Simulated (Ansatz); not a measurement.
GeSe (GeS type, space group Pnma)

```yaml
crystal:
  lattice:
    - [10.51968, 0.00000, 0.00000]
    - [0.00000, 3.82380, 0.00000]
    - [0.00000, 0.00000, 4.14220]
  atoms:
    - { symbol: Ge, position: [0.61625, 0.75000, 0.59739] }
    - { symbol: Ge, position: [0.88375, 0.25000, 0.09739] }
    - { symbol: Ge, position: [0.38375, 0.25000, 0.40261] }
    - { symbol: Ge, position: [0.11625, 0.75000, 0.90261] }
    - { symbol: Se, position: [0.35697, 0.75000, 0.99213] }
    - { symbol: Se, position: [0.14303, 0.25000, 0.49213] }
    - { symbol: Se, position: [0.64303, 0.25000, 0.00787] }
    - { symbol: Se, position: [0.85697, 0.75000, 0.50787] }
```

The slice is a (100) plane (indices of the conventional cell) through the point (0.884, 0.250, 0.097) (fractional), spanned by u = [010] and v = [001] in vectors of this cell: u (3.82 Å) and v (4.14 Å, at 90° to u). It covers one period; positions are fractions (u, v).

All values below come from PBEsol-D3(BJ) (plane waves to 420 eV, PAW, scalar-relativistic; Ansatz, a program for electronic structure). k mesh 3×9×8. Inside the PAW spheres the values are not all-electron values, and peaks at nuclei hang on which shells count as valence. GeSe was relaxed with its symmetry unable to fall. The PAW data are Ansatz's earlier set. The relaxed volume of GeSe is well below the measured one.

Predict the map of the electrostatic potential energy of an electron, from the cell's mean on the slice.


```
|xxxxxxx0257899987520xxxxxx|
|xxxxxxx0367899987630xxxxxx|
|xxxxxxx1468999998641xxxxxx|
|xxxxxx035789999987530xxxxx|
|xxxxx02468899999886420xxxx|
|xxxx0246788999998876420xxx|
|00013567788888888877653100|
|33455677777766677777765543|
|66677777765433345677777766|
|88888876531000001356788888|
|9999886520xxxxxxx025688999|
|999987520xxxxxxxxx02578999|
|99998640xxxxxxxxxxx0468999|
|9999752xxxxxxxxxxxxx257999|
|9998750xxxxxxxxxxxxx057899|
|9998740xxxxxxxxxxxxx047899|
|8887640xxxxxxxxxxxxx046788|
|7777640xxxxxxxxxxxxx046777|
|5555541xxxxxxxxxxxxx145555|
|22334320xxxxxxxxxxx0234332|
|000022200xxxxxxxxx00222000|
|xxxx002200xxxxxxx002200xxx|
|xxxxx00221000000012200xxxx|
|xxxxxx013433222334310xxxxx|
|xxxxxxx0355555555530xxxxxx|
|xxxxxxx0356777776530xxxxxx|
|xxxxxxx0257888887520xxxxxx|
|xxxxxxx0257889887520xxxxxx|
```
Scale: ten equal steps from -2.00 (start of '0') to 6.23 (end of '9'), in the order '0123456789'. Values: electrostatic potential energy of an electron, from the cell's mean, in eV. The map has 26 points along u (one character each, u = 0 at the left) and 28 along v (v = 0 in the bottom row). Points within 1 Å of a nucleus are blanked (x), as the pseudised field means little there. Values under -2 eV are set to -2. The zero, the cell's mean, hangs on the PAW cores.
